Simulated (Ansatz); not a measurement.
Na₂CO₃: ²³Na NMR of the central transition

Cell: a computed structure from the Materials Project (it need not be an observed phase), taken as it stands.

Space group C2/m (No. 12); a = 9.1771, b = 5.2854, c = 6.2852 Å, β = 95.69°.

```csv
site,Wyckoff,site symmetry,x,y,z
Na1,2a,2/m,0.0000,0.0000,0.0000
Na2,2c,2/m,0.0000,0.0000,0.5000
Na3,4i,m,0.3262,0.0000,0.2287
C,4i,m,0.3303,0.0000,0.7548
O7,8j,1,0.3989,0.7866,0.7396
O11,4i,m,0.1925,0.0000,0.7883
```

One atom of each set is listed; the run and its k-mesh use a cell of 12 atoms with edges of 5.30, 5.30, 6.29 Å.

Method: Kohn–Sham DFT in Ansatz, PBE, plane waves and PAW, scalar-relativistic, 420 eV cutoff, Γ-centred 5×5×4 k-points, Fermi–Dirac smearing 0.02 eV.

²³Na has I = 3/2 and Q = 104.0 mb (Pyykkö 2018); at 21.1 T its Larmor frequency is ν₀ = 237.8 MHz. Only the quadrupole interaction is simulated: positions count from each site's isotropic chemical shift, and J coupling is left out, as are shift anisotropy and dipolar coupling, which fast spinning averages.

Q: What does the ²³Na spectrum (fast magic-angle spinning) show for each site?

A: 

```json
{"site": "Na1", "first shell": "6 O at 2.31–2.35 Å", "C_Q (MHz)": "-0.901", "η": "0.49", "P_Q (MHz)": "0.937", "δ_QIS (ppm)": "-0.388", "breadth (kHz)": "0.214"}
{"site": "Na2", "first shell": "6 O at 2.39–2.40 Å", "C_Q (MHz)": "-1.16", "η": "0.21", "P_Q (MHz)": "1.17", "δ_QIS (ppm)": "-0.602", "breadth (kHz)": "0.324"}
{"site": "Na3", "first shell": "7 O at 2.59–2.91 Å; also 1 Na at 3.19 Å", "C_Q (MHz)": "4.08", "η": "0.08", "P_Q (MHz)": "4.08", "δ_QIS (ppm)": "-7.37", "breadth (kHz)": "3.85"}
```

δ_QIS = −(ν_Q²/30ν₀²)[I(I+1) − 3/4](1 + η²/3) × 10⁶ ppm with ν_Q = 3|C_Q|/[2I(2I−1)]; it falls as 1/B₀² in ppm, and the breadth as 1/B₀ in kHz.

The largest force is 0.3 eV/Å, so the atoms aren't at the calculated equilibrium and relaxing them would move these values.
